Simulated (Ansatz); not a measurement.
Relaxed Ca (fcc, Cu type):

```
Ca
1.0
    5.52650     0.00000     0.00000
    0.00000     5.52650     0.00000
    0.00000     0.00000     5.52650
Ca
4
Direct
  0.00000   0.00000   0.00000
  0.50000   0.50000   0.00000
  0.50000   0.00000   0.50000
  0.00000   0.50000   0.50000
```

Calculation: PBE (plane waves to 420 eV, PAW, scalar-relativistic; Ansatz, an electronic-structure program). k mesh 7×7×7 (Γ-centred), Fermi-Dirac smearing 0.05 eV. With partly filled bands, energies and forces of such displacements shift with the k mesh and the smearing. Ca was relaxed with its symmetry unable to fall.

One atom of the cell was then moved (with its periodic images), all else fixed, and the forces (eV/Å) came out as:

```json
[
 {"atom": "Ca1", "Fx": "0.000", "Fy": "0.000", "Fz": "0.031"},
 {"atom": "Ca2", "Fx": "0.000", "Fy": "0.000", "Fz": "-0.344"},
 {"atom": "Ca3", "Fx": "0.000", "Fy": "0.000", "Fz": "0.156"},
 {"atom": "Ca4", "Fx": "0.000", "Fy": "0.000", "Fz": "0.156"}
]
```

### Question
Which atom was moved, and by which vector (Å)?

### Answer
Ca2, by (0.00, 0.00, 0.16), 0.16 Å in all.

(For displaced atoms, the force is minus the slope of the energy, and its curvature is a force constant, which sets phonon frequencies.)
